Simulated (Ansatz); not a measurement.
Data:

Co2N:
```yaml
crystal:
  lattice:
    - [2.76256, 0.00000, 0.00000]
    - [-1.38128, 2.39245, 0.00000]
    - [0.00000, 0.00000, 4.06443]
  atoms:
    - { symbol: N, position: [0.00000, 0.00000, 0.00000] }
    - { symbol: Co, position: [0.33333, 0.66667, 0.24235] }
    - { symbol: Co, position: [0.66667, 0.33333, 0.75765] }
```

This is the PBEsol-relaxed structure.

Question: All from DFT-PBEsol in the program Ansatz with PAW potentials, unless another level is named. Predict the electronic character.

Answer: metallic (no gap).

Question: And the formation energy from the elements (no fitted shifts)?

Answer: 0.12 eV/atom.

Question: What about the density of states at the Fermi level?

Answer: 1.1 states/eV per atom (mean over ±0.08 eV).

Space group P-3m1 (anti-CdI2 type). A made-up cell: these elements were put on the sites of a structure type; neither database checked (COD, Materials Project) lists it. COD files the formula under space group No. 58. Its standing as an ambient phase is unchecked. The PBEsol relaxation kept the symmetry of its start; whether a distortion lowers the energy is not shown. The workflow began spin-polarised and lost its moments. The references are the lowest solids computed at this level, not always the standard phases (solids in place of the gases).

Potentials: the earlier of the program's two PAW sets. The files were generated under PBE; for other functionals the program regenerates the frozen cores, and for LDA and PBEsol the local potential too.
